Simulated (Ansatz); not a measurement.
TaGa3:
```xyz
4
Lattice="-1.8880 1.8880 4.3182 1.8880 -1.8880 4.3182 1.8880 1.8880 -4.3182" Properties=species:S:1:pos:R:3 pbc="T T T"
Ta     0.0000     0.0000     0.0000
Ga     0.0000     0.0000     4.3182
Ga     0.0000     1.8880     2.1591
Ga     1.8880     0.0000     2.1591
```

Relaxed with PBEsol. Special points in fractions of this cell's reciprocal vectors: Γ (0.000, 0.000, 0.000); X (0.000, 0.000, 0.500); P (0.250, 0.250, 0.250); N (0.000, 0.500, 0.000); M (0.500, 0.500, -0.500); S (0.298, 0.702, -0.298); S0 (-0.298, 0.298, 0.298); R (-0.096, 0.096, 0.500); G (0.500, 0.500, -0.096).

List the band energies nearest the Fermi level at these points for DFT-PBEsol in the program Ansatz with PAW potentials.

In eV from the Fermi level; about four levels below and three above (degenerate sets whole), none deeper than 8.9 eV; points with the same levels are listed once.

```tsv
k	below	above
Γ	-2.95 -2.60 -2.60 -0.41	0.53 1.34 1.34
X	-4.89 -3.92 -3.72 -2.56	1.52 1.73 1.84
P	-5.71 -3.18 -3.18 -2.45	0.44 1.54 1.73
N	-4.73 -2.75 -1.65 -0.49	1.19 2.06 2.22
M	-3.72 -1.96 -1.96 -1.39	0.13 0.13 0.57
S	-2.71 -2.20 -1.80 -0.32	0.28 1.20 1.92
R	-4.99 -3.51 -2.97 -2.39	0.99 1.80 2.10
```

Space group I4/mmm. The first step of the workflow began from a Materials Project structure, measured or hypothetical; the Crystallography Open Database files this formula in space group No. 139, but the cells were not matched. Its standing as an ambient phase is unchecked. The cell was relaxed with PBEsol under the symmetry of its start; of distortions, only those at the zone centre were tested. No spin polarisation was allowed. Spin–orbit coupling is left out wherever it is not named.

Potentials: the later of the program's two PAW sets.
